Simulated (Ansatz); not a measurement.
**TiOs: zone-centre modes under pressure**

TiOs, Pm-3m, a = 3.040 Å. The structure is a COD entry; whether it is the stable form wasn't checked. Ansatz: LDA, PAW, 420 eV, Γ-centred 14×14×14 mesh on 2 atoms, Fermi-Dirac smearing 0.15 eV; no spin polarisation. Cell and atoms are relaxed at each pressure with the symmetry kept; optical modes at Γ by linear response, in cm⁻¹, the highest.

```tsv
P (GPa)	V (Å³/atom)	ω1
0	14.044	235.7
8	13.670	251.1
25	13.016	?
```

**Question.** Get the mode's Grüneisen parameter γ = −d ln ω/d ln V from the other rows and predict the missing frequency.

**Answer.** ln(V/V0) = 0.0000, -0.0270, -0.0760; a line through ln(ω/ω0) of the 2 known rows gives ω1: γ = 2.344, predicted 281.7, computed 278.9. The miss is 1.0 %, or 6 % of the shift under pressure, so a constant γ serves at that level. In a metal these frequencies hang on the mesh and smearing.

Spin–orbit coupling is left out, which can shift energies with elements as heavy as these.